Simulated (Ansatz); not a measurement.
AlOs from its elements: all-electron against pseudopotential results

```xyz
2
Lattice="2.9928 0.0000 0.0000 0.0000 2.9928 0.0000 0.0000 0.0000 2.9928" Properties=species:S:1:pos:R:3 pbc="T T T"
Al    0.0000    0.0000    0.0000
Os    1.4964    1.4964    1.4964
```

The cell comes from a relaxation on PAW files under the same functional, begun from a database entry that needn't be the ground state.

Level of theory: DFT with PBEsol, scalar-relativistic, in Ansatz 0.2.0; a Γ-centred 14×14×14 k mesh, Fermi–Dirac smearing of 0.05 eV, no spin polarisation. LAPW: all electrons, basis error target 0.5 meV/atom; PAW: frozen-core files, cutoff 420 eV.

The elements are taken as Al fcc, Os hcp, each relaxed on PAW files under the same functional and computed by the same method as the compound; zero-point and thermal terms are left out.

Spin–orbit coupling is left out, which matters for the heavy atoms. The PAW files were made under PBE.

(1) Give the formation energy by each method, with the residual pressure at this cell and the LAPW gap.

(2) Give the LAPW value for one formula unit in kJ/mol.

Results:

(1) 

| method | ΔE(formation) (eV/atom) | P at this cell (GPa) | gap (eV) |
| --- | --- | --- | --- |
| LAPW | -0.354 | -0.07 | 0.00 |
| PAW | -0.354 | -0.01 | – |

(2) -0.354 eV/atom × 2 atoms × 96.485 kJ/(mol·eV) = -68.3 kJ/mol, at zero temperature and without zero-point motion.
